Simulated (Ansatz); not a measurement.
Relaxed-ion elastic tensor of TiFe (CsCl type, Pm-3m) in GPa (Voigt order), the program Ansatz at the PBEsol level (PAW); density 6.94 g/cm³, 12.40 Å³ per atom.

```
 408   111   111   0.0   0.0   0.0
 111   408   111   0.0   0.0   0.0
 111   111   408   0.0   0.0   0.0
 0.0   0.0   0.0  76.9   0.0   0.0
 0.0   0.0   0.0   0.0  76.9   0.0
 0.0   0.0   0.0   0.0   0.0  76.9
```

**Question.** Is the crystal mechanically stable?

**Answer.** Yes: the smallest eigenvalue of C is 76.9 GPa.

**Question.** Work out the Voigt, Reuss and Hill averages.

**Answer.** K_V = 210, K_R = 210, K_H = 210; G_V = 105, G_R = 95.3, G_H = 100 GPa.

**Question.** Give Young's modulus, Poisson's ratio, Pugh's ratio and the universal anisotropy index.

**Answer.** E = 9KG/(3K + G) = 260 GPa; ν = 0.29; K/G = 2.09 (ductile by the Pugh limit of 1.75); A_U = 5G_V/G_R + K_V/K_R − 6 = 0.54.

**Question.** Estimate the sound speeds and the Debye temperature.

**Answer.** v_l = √((K + 4G/3)/ρ) = 7040 m/s, v_t = √(G/ρ) = 3800 m/s, mean 4240 m/s; Θ = (h/k)(3n/4πV)^(1/3) v_m = 546 K.

**Question.** Give the Zener ratio and Young's modulus along [100], [110] and [111].

**Answer.** A = 2C44/(C11 − C12) = 0.52; 1/E = S11 − 2(S11 − S12 − S44/2)Γ with Γ = 0, 1/4, 1/3 gives 360, 230, 206 GPa.

The workflow started from a Materials Project entry (that database holds measured and hypothetical structures alike); the Crystallography Open Database files this formula in space group No. 221, but the cells were not matched. Whether it is the stable phase at ambient conditions was not checked. The cell was relaxed with PBEsol under the symmetry of its start; of distortions, only those at the zone centre were tested. No spin polarisation was allowed. As this level gives no gap, shear constants depend on the k-mesh and smearing (Fermi–Dirac, 0.1 eV here).

Potentials: the later of the program's two PAW sets.
